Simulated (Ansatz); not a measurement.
C (R-3m), an elastic constant from a strain scan

Method: DFT r2SCAN, scalar-relativistic, plane waves, PAW (Ansatz 0.2.0). The runs took a 500 eV cutoff, a Γ-centred 12×12×12 mesh and Gaussian smearing (0.05 eV). No spin polarisation. Energies are free energies at this smearing, counted from the undisturbed cell; pressure is positive in compression.

The undisturbed cell (relaxed at this level):

```
CELL_PARAMETERS angstrom
1.25567 0.72496 10.33600
-1.25567 0.72496 10.33600
0.00000 -1.44992 10.33600
ATOMIC_POSITIONS crystal
C 0.02482 0.02482 0.02482
C 0.97518 0.97518 0.97518
C 0.10870 0.10870 0.10870
C 0.89130 0.89130 0.89130
C 0.15837 0.15837 0.15837
C 0.84163 0.84163 0.84163
C 0.37485 0.37485 0.37485
C 0.62515 0.62515 0.62515
C 0.42533 0.42533 0.42533
C 0.57467 0.57467 0.57467
```

The cell is strained by ε times the Voigt pattern (0, 0, 1, 0, 0, 0) (xx, yy, zz, yz, xz, xy; engineering shear) with fractional coordinates fixed. The cell holds 10 atoms in V0 = 56.45 Å³. The stress column is τ = (1/V0) dE/dε, got from the stress tensor σ (compression positive) at each point as −det(1 + εP) σ : P(1 + εP)⁻¹, with P the pattern as a tensor.

| ε | ΔE (meV/atom) | τ (GPa) |
| --- | --- | --- |
| -0.0600 | 94.700 | -96.596 |
| -0.0450 | 51.241 | -68.367 |
| -0.0300 | 21.921 | -43.048 |
| -0.0150 | 5.278 | -20.347 |
| 0.0000 | 0.000 | -0.002 |
| 0.0150 | 4.905 | 18.223 |
| 0.0300 | 18.930 | 34.542 |
| 0.0450 | 41.117 | 49.144 |
| 0.0525 | 55.000 | 55.856 |
| 0.0600 | ? | ? |

Task: Which combination of elastic constants does this scan measure, and how large is it?

Result: For small ε, τ = τ0 + Kε with K = pᵀCp, which for this pattern is C33 in the Cartesian frame shown. The parabola through τ at ε = -0.0150, 0 and 0.0150 has slope K = 1286 GPa at zero. The energies per cell, E = NΔE, of the same two points give K = 2[E(ε₊)/ε₊ − E(ε₋)/ε₋]/[(ε₊ − ε₋)V0] = 1284 GPa, in agreement. These are clamped-ion values.

Task: Predict the withheld row at ε = 0.0600 from the harmonic law, and compare.

Result: ΔE = V0(τ0 ε + Kε²/2)/N = 81.539 meV/atom and τ = 77.14 GPa. The calculation gives 70.608 meV/atom and 62.20 GPa: the energy lies 13 % below the harmonic value, as bonds soften when stretched.

Forces appear on the atoms along this scan, and letting them relax would lower the energy and soften the response.

Cost: 10 runs of about 2.9 core-minutes in all, on Intel Xeon 6975P-C (Granite Rapids) (shared hosts).